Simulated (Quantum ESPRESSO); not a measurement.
Parts of the isotropic shielding in NaLi3F4, by PBE GIPAW (a modified build of Quantum ESPRESSO, JTH PAW datasets), 30 Ha, k-mesh 4×4×4 shifted:

```yaml
crystal:
  lattice:
    - [4.26717, 0.00000, 0.00000]
    - [0.00000, 4.26717, 0.00000]
    - [0.00000, 0.00000, 4.26717]
  atoms:
    - { symbol: Na, position: [0.00000, 0.00000, 0.00000] }
    - { symbol: F, position: [0.50000, 0.00000, 0.00000] }
    - { symbol: Li, position: [0.00000, 0.50000, 0.50000] }
    - { symbol: F, position: [0.50000, 0.50000, 0.50000] }
    - { symbol: Li, position: [0.50000, 0.00000, 0.50000] }
    - { symbol: F, position: [0.00000, 0.00000, 0.50000] }
    - { symbol: Li, position: [0.50000, 0.50000, 0.00000] }
    - { symbol: F, position: [0.00000, 0.50000, 0.00000] }
```
The cell was made here from a computed Materials Project entry: one of 4 Li replaced by Na, cell and atoms relaxed (PBE without dispersion, pw.x of Quantum ESPRESSO, symmetry kept). The parent is LiF in Fm-3m. The swapped cell is a model, not a known phase. Stability against distortions was not tested.

The core term is that of the free atom's frozen core; the paramagnetic column sums the reconstruction terms. Shieldings are absolute and leave out the bulk-susceptibility term; a larger σ means a smaller chemical shift. By our sweeps, such settings leave a few ppm in absolute σ. The datasets of Na hold no d projectors, which limits absolute σ on these atoms.

```json
[
 {"site": "Na (atom 1)", "core": "377.3", "bare (smooth current)": "80.8", "diamagnetic correction": "155.2", "paramagnetic corrections": "(withheld)", "σ_iso (ppm)": "(withheld)"},
 {"site": "F1 (atoms 2, 6, 8)", "core": "306.4", "bare (smooth current)": "98.3", "diamagnetic correction": "50.9", "paramagnetic corrections": "(withheld)", "σ_iso (ppm)": "(withheld)"},
 {"site": "Li (atoms 3, 5, 7)", "core": "0.0", "bare (smooth current)": "14.4", "diamagnetic correction": "69.3", "paramagnetic corrections": "(withheld)", "σ_iso (ppm)": "(withheld)"},
 {"site": "F2 (atom 4)", "core": "306.4", "bare (smooth current)": "98.7", "diamagnetic correction": "50.8", "paramagnetic corrections": "(withheld)", "σ_iso (ppm)": "(withheld)"}
]
```

Task: Fill in the missing entries.

Result: 
- Na (atom 1), paramagnetic corrections: -104.2
- Na (atom 1), σ_iso (ppm): 509.1
- F1 (atoms 2, 6, 8), paramagnetic corrections: -90.6
- F1 (atoms 2, 6, 8), σ_iso (ppm): 365.0
- Li (atoms 3, 5, 7), paramagnetic corrections: -1.3
- Li (atoms 3, 5, 7), σ_iso (ppm): 82.4
- F2 (atom 4), paramagnetic corrections: -86.6
- F2 (atom 4), σ_iso (ppm): 369.3
